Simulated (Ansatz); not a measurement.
Data sheet: TaSb2 (DFT)

TaSb2:
```
CELL_PARAMETERS angstrom
      5.11306     1.81644     0.00000
     -5.11306     1.81644     0.00000
     -4.19141     0.00000     7.14227
ATOMIC_POSITIONS crystal
  Ta 0.84934 0.15066 0.81173
  Ta 0.15066 0.84934 0.18827
  Sb 0.14795 0.85205 0.53449
  Sb 0.85205 0.14795 0.46551
  Sb 0.40516 0.59484 0.11369
  Sb 0.59484 0.40516 0.88631
```

Space group C2/m (No. 12); conventional cell a = 10.226 Å, b = 3.633 Å, c = 8.281 Å, α = γ = 90.00°, β = 120.41°.

Method: the program Ansatz at the PBEsol level (PAW). Geometry: relaxed at this level of theory. Other levels are named where they apply.

**Cell and energy**

```
Quantity                                                      Result
-----------------------------------------------------  -------------
Volume per atom                                             22.11 Å³
Density                                                  10.63 g/cm³
Formation energy from the elements (no fitted shifts)  -0.20 eV/atom
```

**Electronic structure**

```
Item                                                                         Value
------------------------------------  --------------------------------------------
Electronic character                                             metallic (no gap)
Density of states at the Fermi level  0.12 states/eV per atom (mean over ±0.08 eV)
```

**Mechanics**

```
Quantity                              Value
----------------------------------  -------
Bulk modulus (Birch–Murnaghan fit)  111 GPa
Pressure derivative B′                  4.6
```

The first step of the workflow began from a Materials Project structure, measured or hypothetical; the Crystallography Open Database copy checked does not list it. Its standing as an ambient phase is unchecked. The cell was relaxed with PBEsol under the symmetry of its start; its stability against distortions is not shown here. No spin polarisation was allowed. The references are the lowest solids computed at this level, not always the standard phases. Spin–orbit coupling is left out wherever it is not named.

Potentials: the later of the program's two PAW sets.
